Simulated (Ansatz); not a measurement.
Here is an unrelaxed guess for RbGe4N2.

```
Rb Ge N
1.0
    -2.90068    3.34193    4.12492
     2.90068   -3.34193    4.12492
     2.90068    3.34193   -4.12492
Rb Ge N
1 4 2
Direct
  0.50000 0.50000 0.00000
  0.64366 0.98223 0.33857
  0.35634 0.01777 0.66143
  0.35634 0.69491 0.33857
  0.64366 0.30509 0.66143
  0.11390 0.50000 0.61390
  0.88610 0.50000 0.38610
```

These are results of DFT PBE, scalar-relativistic, plane waves, PAW in Ansatz, not measurements. Cutoff 420 eV; k points 4×4×4 on the computed 7-atom cell (Γ-centred); Gaussian smearing, width 0.10 eV; no spin polarisation.

Formation energies are uncorrected and refer to the elements' standard structures at the same level (N₂ as a molecule).

Question: How far from equilibrium is it?

Answer: The pressure is 31.2 GPa (the mean over three directions, positive in compression), the largest force is 10.72 eV/Å, and the energy is +3.17 eV/atom against the elements. The shortest distance is 1.52 Å.

Question: Is it a good guess?

Answer: A poor one: relaxing gains about 2.7 eV/atom (the start's value is from the coarse mesh, so the gain is rough) in 23 ionic steps and ends at +0.51 eV/atom on the finer mesh. The symmetry stays Immm (No. 71). The volume per atom grows by 72.0 %, from 22.8 to 39.3 Å³. The shortest distance goes from 1.52 Å (N–N) to 1.10 Å (N–N). Conventional cell: a = 6.801 Å, b = 8.935 Å, c = 9.057 Å. Around Rb lie 2 N at 2.85 Å and 4 Ge at 3.51 Å; around Ge lie 1 Ge at 2.40 Å, 1 Ge at 2.56 Å, 2 N at 3.51 Å, 1 Rb at 3.51 Å and 1 Ge at 3.51 Å; N is surrounded by 1 N at 1.10 Å and 1 Rb at 2.85 Å.

The last run used an 8×8×8 mesh for its 7-atom cell and Gaussian smearing of 0.10 eV. No dispersion correction is applied, so the spacing and binding between layers, chains or molecules are poorly described. An odd number of electrons in the primitive cell allows no gap without spin; a larger cell or a magnetic state could open one. The cell is a metal run without spin; a magnetic state may lie lower. The relaxation can't lower the symmetry of the start, and the grade says only how near the guess is to its own end. A structure relaxed within its symmetry needn't be a true minimum.
